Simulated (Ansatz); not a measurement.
Li, DFT, PBEsol, all-electron PAW with datasets made for the crystal, scalar-relativistic (Ansatz 0.2.0), run on 1 thread of Arm Neoverse V1 on a shared host.

The cell is a measured one (Crystallography Open Database entry 9011003); the temperature and pressure of the measurement aren't taken into account, and nothing was relaxed. The listed cell was then made from it by scaling, straining or moving an atom.

Command: `ansatz run input.yaml --threads 1 --pin off --max-ram 3072MiB --backend cpu --events-out ev --progress --plain --runs-dir out`

```yaml
crystal:
  lattice:
    - [3.1110021516, -0.0155550108, -0.0155550108]
    - [-1.5689721103, 2.7019843999, -0.0056935291]
    - [-0.025465, -0.025465, 5.093]
  atoms:
    - { symbol: Li, position: [0.3333333333, 0.6666666667, 0.25] }
    - { symbol: Li, position: [0.6666666667, 0.3333333333, 0.75] }
kpoints:
  mp_grid: { grid: [15, 15, 8] }
scf:
  occupations: { method: fermi_dirac, width: 0.03 }
hamiltonian:
  xc: pbesol
  pseudopotentials: { kind: all_electron, datasets: crystal }
output:
  forces: true
  stress: true
  eigenvalues: true
  efg: { contact_densities: true }
```

Task: How large is the problem that the program sets up?

Result: 901 irreducible k-points, 99 plane waves at Γ, 5 bands.

Task: About how long does it take, and how much memory does it use?

Result: 13 s of wall time for 5 SCF iterations, with a peak of 0.39 GiB. Times on shared machines scatter by tens of per cent.

Task: And the same cell and mesh by PAW (frozen-core files), asked for forces, stress, eigenvalues, efg, on the same hardware?

Result: 14 s, peak memory 0.56 GiB.
